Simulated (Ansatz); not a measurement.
Relaxed AlNi (CsCl type):

```
AlNi
1.0
    2.89304     0.00000     0.00000
    0.00000     2.89304     0.00000
    0.00000     0.00000     2.89304
Al Ni
1 1
Direct
  0.00000   0.00000   0.00000
  0.50000   0.50000   0.50000
```

Calculation: PBE (plane waves to 420 eV, PAW, scalar-relativistic; Ansatz, a quantum-chemistry and plane-wave program). k mesh 13×13×13 (Γ-centred), Fermi-Dirac smearing 0.05 eV. With partly filled bands, energies and forces of such displacements shift with the k mesh and the smearing. AlNi is run without spin polarisation. AlNi was relaxed with its symmetry unable to fall.

One atom of the cell was then moved (with its periodic images), all else fixed, and the forces (eV/Å) came out as:

```
atom      Fx      Fy     Fz
----  ------  ------  -----
Al1   -1.385  -1.385  0.000
Ni2    1.385   1.385  0.000
```

With two atoms only their relative shift counts; take Al1 as fixed.

Which atom was moved, and by which vector (Å)?

Ni2, by (-0.21, -0.21, 0.00), 0.30 Å in all.

(A displaced cell: forces are minus the slopes of the energy, force constants its curvatures, and phonons follow from these.)
